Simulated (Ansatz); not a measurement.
FeBiO3:
```
FeBiO3
1.0
    2.78458     1.60768     4.46892
   -2.78458     1.60768     4.46892
    0.00000    -3.21536     4.46892
Bi Fe O
2 2 6
Direct
  0.22804   0.22804   0.22804
  0.77196   0.77196   0.77196
  0.00000   0.00000   0.00000
  0.50000   0.50000   0.50000
  0.82910   0.67323   0.22565
  0.22565   0.82910   0.67323
  0.67323   0.22565   0.82910
  0.17090   0.32677   0.77435
  0.77435   0.17090   0.32677
  0.32677   0.77435   0.17090
```
The run is spin-polarised; directions of the spins, atom by atom: 0 0 ↑ ↓ 0 0 0 0 0 0.

Cartesian axes are those of the cell as given.

Problem. Give the high-frequency dielectric tensor and the Born effective charge tensors of the independent atoms from DFPT, PBEsol (plane waves, PAW; program Ansatz).

Solution. 
ε∞:
```
15.3  0.00  0.00
0.00  15.3  0.00
0.00  0.00  13.6
```
Z* of atom 1 (Bi), rows: field, columns: displacement, in e:
```
 5.34   0.12   0.00
-0.12   5.34   0.00
 0.00   0.00   3.88
```
Z* of atom 3 (Fe), rows: field, columns: displacement, in e:
```
 4.43  -0.85   0.00
 0.85   4.43   0.00
 0.00   0.00   6.38
```
Z* of atom 4 (Fe), rows: field, columns: displacement, in e:
```
 6.04   0.77   0.00
-0.77   6.04   0.00
 0.00   0.00   4.48
```
Z* of atom 5 (O), rows: field, columns: displacement, in e:
```
-3.37   0.21  -0.10
 0.27  -3.68  -0.62
 0.16  -0.52  -3.10
```

Space group R-3. The start of the workflow was typed in or built on a structure type; neither database checked (COD, Materials Project) lists it. It is not the phase usual at ambient conditions (space group No. 161). Symmetry was held in the PBEsol relaxation, as lowered by the spin order; whether a distortion lowers the energy is not shown. Magnetic state: antiferromagnetic, chosen from 5 collinear starts compared on coarse meshes (ties went to the first, and starts can fall back to one state), not a proven ground state. No Hubbard U is applied. Scalar-relativistic: spin–orbit coupling is off unless named, which matters more the heavier the elements.

Potentials: the later of the program's two PAW sets.
